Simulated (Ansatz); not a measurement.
An elastic tensor (GPa, Voigt order, standard axes) from r²SCAN (plane waves, PAW; program Ansatz):

```
 257   118   118   0.0   0.0   0.0
 118   257   118   0.0   0.0   0.0
 118   118   257   0.0   0.0   0.0
 0.0   0.0   0.0  73.6   0.0   0.0
 0.0   0.0   0.0   0.0  73.6   0.0
 0.0   0.0   0.0   0.0   0.0  73.6
```

**Question.** Pick the material that matches.
(A) ZnO2, Pa-3 (Zn on 4a, O on 8c)
(B) Mg, fcc (Cu type)
(C) CdS, rock salt
(D) KZnF3, cubic perovskite

**Answer.** A, ZnO2, Pa-3 (Zn on 4a, O on 8c)

The workflow started from a Materials Project entry (that database holds measured and hypothetical structures alike); the Crystallography Open Database copy checked does not list it. Whether it is the stable phase at ambient conditions was not checked. The cell was relaxed with r²SCAN under the symmetry of its start; whether a distortion lowers the energy is not shown.

Potentials: the later of the program's two PAW sets.
